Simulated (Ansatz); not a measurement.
## GePt: what a change does to the field gradients

Base: an entry of the Crystallography Open Database (COD), its atoms then relaxed with PBE in this cell.

```
CELL_PARAMETERS angstrom
5.73200 0.00000 0.00000
0.00000 3.70100 0.00000
0.00000 0.00000 6.08800
ATOMIC_POSITIONS crystal
Ge 0.81677 0.75000 0.58789
Ge 0.18323 0.25000 0.41211
Ge 0.68323 0.25000 0.08789
Ge 0.31677 0.75000 0.91211
Pt 0.99807 0.75000 0.19023
Pt 0.00193 0.25000 0.80977
Pt 0.50193 0.25000 0.69023
Pt 0.49807 0.75000 0.30977
```

Sites (sets of like atoms) are named by element and the number of their first atom in this list.

Level of theory: DFT, PBE, plane waves and PAW, scalar-relativistic, 420 eV cutoff, Γ-centred 8×13×8 k-points, Fermi–Dirac smearing 0.05 eV (Ansatz 0.2.0).

Gradients in 10²¹ V/m²:

```csv
site,atoms,V_zz base,η base,V_zz variant,η variant
Ge,"1, 2, 3, 4",-6.65,1.00,6.32,0.99
Pt,"5, 6, 7, 8",4.45,0.28,-4.39,0.82
```

Question: Which change was made?
A. z compressed by 2 %, ions relaxed
B. z stretched by 3 %, ions relaxed
C. volume scaled by 1.06, ions relaxed
D. volume scaled by 0.98, ions relaxed

Answer: A. The largest change is on Pt, whose values along the first run's principal axes go from -2.85, -1.60, 4.45 to -4.31, 0.31, 3.99, with a new V_zz of -4.39 along another axis. On Ge, Pt the largest principal value lies along another axis in the second run, so the two V_zz can't be compared directly.

The run finds no gap above 0.1 eV (a metal, or nearly one), so the gradients can move by 10 % or more with the k-mesh. Spin–orbit coupling is left out, which shifts gradients on Pt by a few per cent in wide-gap crystals, and can shift them far more where the calculated gap is small or absent, as here.
For the base: At this cell the PBE pressure is 7 GPa, so with PBE the cell would grow if it were relaxed.
For the variant: At this changed cell the PBE pressure is 11 GPa.
